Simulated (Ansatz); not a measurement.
Relaxed CdS (wurtzite):

```
CELL_PARAMETERS angstrom
      4.16356     0.00000     0.00000
     -2.08178     3.60575     0.00000
      0.00000     0.00000     6.76722
ATOMIC_POSITIONS crystal
  Cd 0.66667 0.33333 0.00099
  Cd 0.33333 0.66667 0.50099
  S  0.66667 0.33333 0.62421
  S  0.33333 0.66667 0.12421
```

Scan: atom 4 (S, nearest neighbour Cd at 2.544 Å; its periodic images, 4.2 Å or more away, move with it) is displaced along Cartesian x, direction (1.000, 0.000, 0.000) in Cartesian axes, by s. The other atoms stay.

Computed with r2SCAN (plane waves to 500 eV, PAW, scalar-relativistic; Ansatz, a first-principles code). k mesh 7×7×4 (Γ-centred), Fermi-Dirac smearing 0.05 eV. E stands for the smeared free energy. CdS was relaxed with its symmetry unable to fall. ΔE is measured from the undisplaced structure.

Successive frames, forces in eV/Å:

| frame | ΔE (meV/cell) | F on Cd1 | F on Cd2 | F on S3 | F on S4 |
|---|---|---|---|---|---|
| s = 0.152 Å | 64 | (0.762, -0.189, -0.099) | (0.010, -0.002, -0.014) | (0.077, -0.007, -0.010) | (-0.850, 0.197, 0.122) |
| s = 0.304 Å | 266 | (1.681, -0.783, -0.431) | (0.023, -0.006, -0.061) | (0.154, -0.027, -0.029) | (-1.858, 0.815, 0.521) |
| s = 0.456 Å | 644 | (2.907, -1.866, -1.067) | (0.043, -0.011, -0.132) | (0.227, -0.060, -0.061) | (-3.177, 1.936, 1.260) |

What are the energy and the forces in the next frame, s = 0.608 Å?

ΔE (meV/cell) = 1254.

```tsv
atom	Fx	Fy	Fz
Cd1	4.566	-3.582	-2.132
Cd2	0.070	-0.014	-0.218
S3	0.296	-0.106	-0.104
S4	-4.931	3.702	2.453
```

(For displaced atoms, the force is minus the slope of the energy, and its curvature is a force constant, which sets phonon frequencies.)
